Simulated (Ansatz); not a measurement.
## Notes on RbHN₂

```yaml
crystal:
  lattice:
    - [1.71901, 2.97741, 0.00000]
    - [-1.71901, 2.97741, 0.00000]
    - [-1.71901, 0.99247, 5.68225]
  atoms:
    - { symbol: N, position: [0.23610, 0.52780, 0.70830] }
    - { symbol: N, position: [0.76390, 0.47220, 0.29170] }
    - { symbol: H, position: [0.50000, 0.00000, 0.50000] }
    - { symbol: Rb, position: [0.00000, 0.00000, 0.00000] }
```

Level: PBE, no spin polarisation; 420 eV; 10×10×10 Γ-centred mesh; fermi-dirac occupations (width 0.1 eV); Ansatz 0.2.0, fixed geometry.

**Question.** Metal or insulator?

**Answer.** It is a metal, with about 5.3 states/eV a cell as the mean within 0.25 eV of the Fermi level, mostly N p (95 %).

**Question.** What is the formation energy?

**Answer.** 2.90 eV an atom against the elements' usual phases (free molecules for gases, crystals otherwise, with no correction for O₂ or N₂), so at this geometry it isn't bound against them. Relaxing would lower it.

**Question.** Is the cell too large or too small?

**Answer.** The pressure is -1.1 GPa (compression positive), so with the atoms held at these fractions the cell would first shrink; the forces are large, so a full relaxation may end otherwise. The principal stresses -5.1, 0.9, 0.9 GPa differ, so its shape would change too.

**Question.** What do density and ELF say about some of the short contacts?

**Answer.** N–H at 2.31 Å: least valence density 0.12 e/Å³ and ELF 0.26 there. N–Rb at 2.59 Å: least valence density 0.24 e/Å³ and ELF 0.13 there. Both are smooth PAW fields, read partly inside the augmentation spheres.

Origin: a known structure type with other elements, at an estimated volume, so it need not be a known compound. Caveats: many states at the Fermi level without spin polarisation, so a magnetic state may lie lower; atoms or cell far from equilibrium.
